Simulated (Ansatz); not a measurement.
Trial structure of Tm2I3, not yet relaxed:

```yaml
crystal:
  lattice:
    - [4.74535, 0.00000, 0.00000]
    - [0.00000, 4.74535, 0.00000]
    - [0.00000, 0.00000, 8.78866]
  atoms:
    - { symbol: Tm, position: [0.00000, 0.00000, 0.00000] }
    - { symbol: Tm, position: [0.50000, 0.50000, 0.00000] }
    - { symbol: I, position: [0.50000, 0.50000, 0.76816] }
    - { symbol: I, position: [0.50000, 0.50000, 0.23184] }
    - { symbol: I, position: [0.50000, 0.50000, 0.50000] }
```

Level of theory: DFT PBE, scalar-relativistic, plane waves, PAW, and for the lanthanide a 4f-in-core norm-conserving potential, in Ansatz 0.2.0. Settings: cutoff 690 eV, Γ-centred mesh 4×4×2 on the computed 5-atom cell, Gaussian smearing of 0.10 eV; no spin polarisation.

Energies over the elements count from the elements' standard structures at the same level, with no fitted energy shifts.

Question: Estimate its pressure, forces and energy as it stands.

Answer: The pressure is 37.4 GPa (the mean over three directions, positive in compression), the largest force is 11.43 eV/Å, and the energy is +3.57 eV/atom against the elements. The shortest distance is 2.04 Å.

Question: Is it a good guess?

Answer: A poor one: relaxing gains about 3.6 eV/atom (the start's value is from the coarse mesh, so the gain is rough) in 26 ionic steps and ends at −0.01 eV/atom on the finer mesh. The symmetry stays P4/mmm (No. 123). The volume per atom grows by 44.6 %, from 39.6 to 57.2 Å³. The shortest distance goes from 2.04 Å (Tm–I) to 2.79 Å (Tm–I). The ratio c/a of the conventional cell changes by a factor of 1.68. Conventional cell: a = 4.516 Å, c = 14.027 Å. Tm on its first site is surrounded by 4 Tm at 3.19 Å; Tm on its second site has 2 I at 2.79 Å and 4 Tm at 3.19 Å; around I on a site of symmetry 4mm lie 1 Tm at 2.79 Å, 1 I at 4.22 Å and 4 Tm at 4.24 Å; 1 more site not described.

The last run used an 8×8×4 mesh (in the run's order of axes) for its 5-atom cell and Gaussian smearing of 0.10 eV. The k mesh leaves some 4 meV/atom of noise in the energy of each metallic cell. No dispersion correction is applied, so the spacing and binding between layers, chains or molecules are poorly described. These runs have no spin–orbit coupling, which can matter for I. An odd number of valence electrons (the lanthanide is held trivalent, its 4f shell in the core) allows no gap without spin; another valence of the lanthanide, a larger cell or a magnetic state could open one. The cell is a metal run without spin; a magnetic state may lie lower. The reference form of I is held partly by dispersion forces, which this level lacks. The relaxation can't lower the symmetry of the start, and the grade says only how near the guess is to its own end. Symmetry constrained the relaxation, so the result can be a saddle point. Another cell of Tm2I3 relaxed alike, in P6/mmm, lies 0.47 eV/atom lower, so this cell isn't the stable form at this level.

The lanthanide is trivalent by construction, without f bands, f moments or other valences. The reference runs of the other elements, and any phases without the lanthanide, used 420 eV, which shifts energies against them by under 10 meV/atom. The lanthanide's reference is the lowest of its hcp, dhcp and fcc cells.
